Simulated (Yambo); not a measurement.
Yambo run on WO3 (space group Cmcm, No. 63). The wavefunctions come from this Quantum ESPRESSO step (PBEsol, PseudoDojo standard norm-conserving files, scalar-relativistic):

```
&CONTROL
  calculation = 'nscf'
  pseudo_dir = './pseudo'
  outdir = './out'
/
&SYSTEM
  ibrav = 0
  nat = 8
  ntyp = 2
  ecutwfc = 84.0
  ecutrho = 336.0
  occupations = 'fixed'
  force_symmorphic = .true.
  nbnd = 179
/
&ELECTRONS
  conv_thr = 8e-09
  diago_full_acc = .true.
  diago_thr_init = 1e-08
/
ATOMIC_SPECIES
O 15.9990 O.upf
W 183.8400 W.upf
CELL_PARAMETERS angstrom
  2.739085000000  -2.740750000000   0.000000000000
  2.739085000000   2.740750000000   0.000000000000
  0.000000000000   0.000000000000   7.697560000000
ATOMIC_POSITIONS crystal
O   0.500000000000   0.500000000000   0.500000000000
O   0.500000000000   0.500000000000   0.000000000000
O   0.494320000000   0.007020000000   0.250000000000
O   0.505680000000   0.992980000000   0.750000000000
O   0.007020000000   0.494320000000   0.750000000000
O   0.992980000000   0.505680000000   0.250000000000
W   0.525890000000   0.474110000000   0.750000000000
W   0.474110000000   0.525890000000   0.250000000000
K_POINTS automatic
4 4 2 0 0 0
```

Yambo input:

```
rim_cut
gw0
dyson
el_el_corr
HF_and_locXC
ppa
em1d
RandQpts= 1000000
RandGvec= 1 Ry
EXXRLvcs= 84 Ry
VXCRLvcs= 336 Ry
Chimod= "HARTREE"
% BndsRnXp
 3 | 178 |
%
NGsBlkXp= 7 Ry
% LongDrXp
 1.0 | 1.0 | 1.0 |
%
PPAPntXp= 27.2114 eV
% GbndRnge
 1 | 178 |
%
GTermKind= "BG"
DysSolver= "n"
ExtendOut
% QPkrange
 1 | 1 | 32 | 33 |
 2 | 2 | 32 | 33 |
 5 | 5 | 32 | 33 |
 6 | 6 | 32 | 33 |
 13 | 13 | 32 | 33 |
 14 | 14 | 32 | 33 |
%
```

k points by index: 1 = Γ, 2 = (0, 0, -0.5), 5 = (0, -0.5, 0), 6 = (0, -0.5, -0.5), 13 = (-0.5, -0.5, 0), 14 = (-0.5, -0.5, -0.5).

Table of the .qp output:

```
#    K-point    Band    Eo [eV]    E [eV]    E-Eo [eV]    Vxc [eV]    Vnlxc [eV]    Sc|Eo [eV]    Sc|E [eV]    dSc/dw|Eo [eV]    Re(Z)    Im(Z)
#
    1    32    -1.052190    -1.195447    -0.143257    -19.64493    -24.54917    4.713751    4.760987    -8.954700    0.752389    -0.002906
    1    33    0.693386    1.544105    0.850719    -16.42929    -11.52313    -3.849296    -4.055444    -6.593190    0.804960    -0.001193
    2    32    -1.174470    -1.331939    -0.157469    -19.75617    -24.67815    4.713443    4.764508    -8.844969    0.754670    0.003936
    2    33    1.123569    1.988183    0.864614    -17.11398    -12.65804    -3.373029    -3.591333    -6.869857    0.798425    -0.001233
    5    32    -0.010162    -0.082331    -0.072169    -20.22366    -25.17246    4.852380    4.876630    -9.124191    0.748887    -0.001635
    5    33    0.766089    1.636578    0.870489    -16.53794    -11.65186    -3.803110    -4.015595    -6.641536    0.803810    -0.001207
    6    32    -0.529261    -0.658924    -0.129663    -19.58293    -24.59724    4.841097    4.884644    -9.127368    0.748822    -0.001718
    6    33    2.602022    3.550013    0.947990    -18.29238    -13.53581    -3.552431    -3.808584    -7.351183    0.787301    -0.002408
    13    32    0.000000    -0.066528    -0.066528    -20.24516    -25.20111    4.867057    4.889420    -9.126093    0.748848    -0.001636
    13    33    3.818776    4.894804    1.076028    -19.14667    -13.63898    -4.139805    -4.431664    -7.304922    0.787011    -0.032625
    14    32    -0.052638    -0.118755    -0.066117    -20.21090    -25.16041    4.861090    4.883394    -9.158245    0.748186    -0.001670
    14    33    4.355596    5.441568    1.085972    -18.81527    -12.72913    -4.680629    -5.000178    -8.008513    0.772596    0.003746
```
(The two width columns are left out.) Convergence of these settings isn't established.

Spin-orbit coupling is not included.

Geometry of the Materials Project entry, not relaxed at this level.

The structure is a Materials Project entry; no match was found in the copy of COD used, and its stability was not checked.
